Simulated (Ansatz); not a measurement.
GaPt3 (Cu3Au type, Pm-3m) under volume change, DFT-LDA in the program Ansatz with PAW potentials, scaled uniformly.

| V (Å³/atom) | E − E(relaxed) (meV/atom) | P (GPa) |
|---|---|---|
| 13.123 | 117.8 | 32.05 |
| 13.556 | 48.9 | 19.32 |
| 13.989 | 11.4 | 8.76 |
| 14.421 | 0.0 | 0.00 |
| 14.854 | 10.1 | -7.25 |
| 15.287 | 38.0 | -13.24 |
| 15.719 | 80.6 | -18.18 |

Task: What does a third-order Birch–Murnaghan fit give for V₀, B₀ and B′?

Result: V₀ = 14.42 Å³/atom, B₀ = 265 GPa, B′ = 5.3.

The workflow started from a Materials Project entry (that database holds measured and hypothetical structures alike); the Crystallography Open Database copy checked does not list it. COD files the formula under space group No. 127. Its standing as an ambient phase is unchecked. Symmetry was held in the LDA relaxation; whether a distortion lowers the energy is not shown. No spin polarisation was allowed. Scalar-relativistic: spin–orbit coupling is off unless named, which matters more the heavier the elements.

Potentials: the later of the program's two PAW sets.
